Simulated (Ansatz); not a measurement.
AlSiCN in space group P3m1 (No. 156; Pearson symbol hP16), PBEsol in the plane-wave PAW code Ansatz, all energies at zero smearing, with the estimated change up to a 700 eV cutoff added, with one set of potentials and settings (totals compare only within such a set). Cell of 16 atoms (4 Al, 4 N, 4 Si, 4 C): -7095.677 eV.

```
element                reference phase  E (eV/atom)
-------  -----------------------------  -----------
Al          Fm-3m, 1 atoms in the cell    -524.5512
N            Pa-3, 8 atoms in the cell    -378.4910
Si          Fd-3m, 2 atoms in the cell    -621.4938
C        P6_3/mmc, 4 atoms in the cell    -246.6953
```

Formation energy per atom, worked out: (-7095.677 − 4×(-524.5512) − 4×(-378.4910) − 4×(-621.4938) − 4×(-246.6953))/16 = -0.672 eV/atom (-65 kJ per mol of atoms), at 0 K, without zero-point energy or fitted corrections.

The start of the workflow was typed in or built on a structure type; the Crystallography Open Database copy checked does not list it. Its standing as an ambient phase is unchecked. Symmetry was held in the PBEsol relaxation; whether a distortion lowers the energy is not shown. The references are the lowest solids computed at this level, not always the standard phases (solids in place of the gases).

Potentials: the earlier of the program's two PAW sets. The files were generated under PBE; for other functionals the program regenerates the frozen cores, and for LDA and PBEsol the local potential too.
